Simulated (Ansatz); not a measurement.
W (fcc): energy against volume

Theory: Ansatz, DFT, r2SCAN, plane waves (500 eV) with PAW, scalar-relativistic. (PAW data from PBE, frozen cores regenerated.)

The cell is scaled uniformly from the relaxed one, with fractional coordinates and shape fixed. Energies are extrapolated to zero smearing, pressures are those at the given smearing. Magnetic state: spin not included.

A Birch-Murnaghan fit gives V₀ = 16.19 Å³/atom, B₀ = 298 GPa, B₀′ = 3.9.

What are the energy above the minimum and the pressure at 14.272 Å³/atom?

259.1 meV/atom and 48.31 GPa as computed.

What are the energy above the minimum and the pressure at 17.516 Å³/atom?

89.0 meV/atom and -19.89 GPa as computed.

What are the energy above the minimum and the pressure at 18.165 Å³/atom?

185.5 meV/atom and -27.07 GPa as computed.
